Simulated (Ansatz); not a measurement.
A geometry of Cu away from equilibrium: step 2 of the relaxation of a relaxed Cu cell displaced along its unstable phonon at q = (½, 0, 0) of its primitive reciprocal cell (68i cm⁻¹), largest move 0.15 Å. Level of theory: PBEsol (plane waves to 420 eV, PAW, scalar-relativistic; Ansatz, a quantum-chemistry and plane-wave program). Γ-centred k-mesh 6×11×11 on the run's cell (coarser than for final values), Fermi–Dirac smearing 0.05 eV.

```xyz
4
Lattice="0.0187 5.2095 5.2150 2.6097 0.0017 2.6152 2.6112 2.6140 0.0001" Properties=species:S:1:pos:R:3:forces:R:3 pbc="T T T" free_energy=-26350.389 pressure_GPa=-0.4
Cu     1.2445     1.4175     1.1385   -0.1442    0.1887   -0.1008
Cu     1.3740     3.8031     4.0847   -0.0183   -0.0367    0.2316
Cu    -0.0571     0.1067    -0.1715    0.0183    0.0367   -0.2316
Cu     2.6836     5.1063     2.7749    0.1442   -0.1887    0.1008
```

Positions in Å, forces in eV/Å, free energy of the cell in eV (comparable only within this code, potentials and settings). Largest force: 0.26 eV/Å, on Cu1, Cu4 (atoms numbered as listed); the geometry lies 1.18 eV/atom above the end of its relaxation.

No spin polarisation in the result.

The run could not lose the symmetry of its start.

Of the parent cell (Fd-3m (No. 227)): it is a generated cell of Cu: the first start was made by placing the elements on the sites of a structure type, and the end was not matched to a known phase here, so it may be hypothetical. Known forms of Cu include space group No. 225.
